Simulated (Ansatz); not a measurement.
AlBO$_{3}$: modes against the lattice constant

All numbers below come from DFT PBEsol, scalar-relativistic, plane waves, PAW (Ansatz 0.2.0). Settings: 420 eV plane-wave cutoff, Γ-centred 12×12×12 mesh, Fermi-Dirac smearing of 0.15 eV. No spin polarisation. Phonons by linear response, acoustic sum rule imposed.

The cell is fixed (symmetry leaves no force on the atoms) and stands under 45.3 GPa:
```cif
data_structure
_symmetry_space_group_name_H-M 'Pm-3m'
_symmetry_Int_Tables_number 221
_cell_length_a 3.1457
_cell_length_b 3.1457
_cell_length_c 3.1457
_cell_angle_alpha 90.000
_cell_angle_beta 90.000
_cell_angle_gamma 90.000
_cell_volume 31.13
loop_
_atom_site_label
_atom_site_type_symbol
_atom_site_symmetry_multiplicity
_atom_site_Wyckoff_symbol
_atom_site_fract_x
_atom_site_fract_y
_atom_site_fract_z
_atom_site_occupancy
Al1 Al 1 a 0.00000 0.00000 0.00000 1
B1 B 1 b 0.50000 0.50000 0.50000 1
O1 O 3 c 0.50000 0.50000 0.00000 1
```

Its imaginary modes show that this cell, the ideal cubic perovskite prototype, isn't a minimum of the energy. In a metal, frequencies and elastic constants depend on the k mesh and the smearing, soft modes and shear constants most. A semilocal functional can close a gap that the real compound has.

How do the optical zone-centre modes (counted from the lowest optical one, degenerate ones once; i marks imaginary ones) of this metal change over a = 3.146 and 3.254 Å?

Answers

```csv
a (Å),3.146,3.254
pressure (GPa),45.3,7.9
mode 1 (cm⁻¹),484i,488i
mode 4 (cm⁻¹),380i,467i
mode 7 (cm⁻¹),230,211i
mode 10 (cm⁻¹),810,710
```

Cost: 2 runs of about 4.1 core-minutes in all, on Intel Xeon Processor @ 2.50GHz (Skylake/Cascade Lake) (shared hosts).